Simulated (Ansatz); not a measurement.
# Sc4GeSe: relaxation step by step

The guess for Sc4GeSe was made by a generator: random cell by space group and Wyckoff sites (I4/mmm, No. 139). Lengths were set from tabulated atomic sizes, so they are only a guess.

```
Sc Ge Se
1.0
    -3.38131    3.38131    2.87373
     3.38131   -3.38131    2.87373
     3.38131    3.38131   -2.87373
Sc Ge Se
4 1 1
Cartesian
  2.2419 0.0000 0.0000
  4.5207 0.0000 0.0000
  0.0000 2.2419 0.0000
  0.0000 4.5207 0.0000
  0.0000 0.0000 2.8737
  0.0000 0.0000 0.0000
```

Theory: DFT PBE, scalar-relativistic, plane waves, PAW in Ansatz. Cutoff 420 eV, Gaussian smearing, Γ-centred meshes. Cell and atoms relax first on a coarse mesh and then on a finer one. In between, the cell is made exact in the group found at 0.06 Å. In metals the finer mesh still leaves noise of several meV/atom or more. The steps can't lower the symmetry of their start. No spin polarisation in the relaxation; trial moments died out in a coarse test.

Steps on the 4×4×4 mesh (6 atoms, 11 steps). The free energy counts from the last step; the plane-wave basis is renewed at times, which shifts energy and pressure.

| step | ΔF (meV/atom) | V (Å³/atom) | P (GPa) | largest force component (eV/Å) |
| --- | --- | --- | --- | --- |
| 1 | 477.6 | 21.90 | 16.45 | 1.787 |
| 2 | 233.5 | 24.09 | 6.73 | 0.402 |
| 3 | 100.2 | 25.91 | 3.17 | 0.495 |
| 4 | 20.1 | 27.28 | 1.32 | 0.008 |
| 5 | 11.6 | 27.86 | 0.27 | 0.105 |
| 6 | 11.3 | 28.05 | -0.11 | 0.052 |
| 7 | 11.2 | 27.95 | 0.02 | 0.042 |
| 8 | 11.2 | 27.98 | 0.00 | 0.000 |
| 9 | 1.4 | 27.98 | 0.63 | 0.002 |
| 10 | 0.0 | 28.33 | 0.12 | 0.001 |
| 11 | 0.0 | 28.33 | 0.11 | 0.001 |

The relaxed structure, after a last relaxation on the converged mesh:

```
CELL_PARAMETERS angstrom
-4.01405 4.01405 2.63630
4.01405 -4.01405 2.63630
4.01405 4.01405 -2.63630
ATOMIC_POSITIONS crystal
Sc 0.00000 0.31862 0.31862
Sc 0.00000 0.68138 0.68138
Sc 0.31862 0.00000 0.31862
Sc 0.68138 0.00000 0.68138
Ge 0.50000 0.50000 0.00000
Se 0.00000 0.00000 0.00000
```

The symmetry stays I4/mmm (No. 139). The volume per atom grows by 29.3 %, from 21.9 to 28.3 Å³. The shortest distance goes from 2.24 Å (Sc–Se) to 2.56 Å (Sc–Se). The ratio c/a of the conventional cell changes by a factor of 0.77. The energy falls by about 0.48 eV/atom (the start's value is from the coarse mesh). Sc has 1 Se at 2.56 Å, 1 Sc at 2.91 Å, 4 Sc at 3.35 Å and 2 Sc at 3.62 Å; Ge is surrounded by 2 Se at 2.64 Å; Se is surrounded by 4 Sc at 2.56 Å and 2 Ge at 2.64 Å.

```yaml
Volume_per_atom: 28.32 Å³
Density: 3.24 g/cm³
Formation_energy: +0.14 eV/atom
Gap_on_the_8×8×8_mesh_of_the_6-atom_cell: 0 eV (a metal)
```

Formation energies are uncorrected and refer to the elements' standard structures at the same level.

The last run used Gaussian smearing of 0.10 eV. The reference form of Se is held partly by dispersion forces, which this level lacks. Symmetry constrained the relaxation, so the result can be a saddle point. In all, the 3 runs took 10 min on 1 thread of Intel(R) Xeon(R) Processor @ 2.50GHz (Skylake/Cascade Lake), with other jobs on the host. Another cell of Sc4GeSe relaxed alike, in I422, lies 0.87 eV/atom lower, so this cell isn't the stable form at this level.
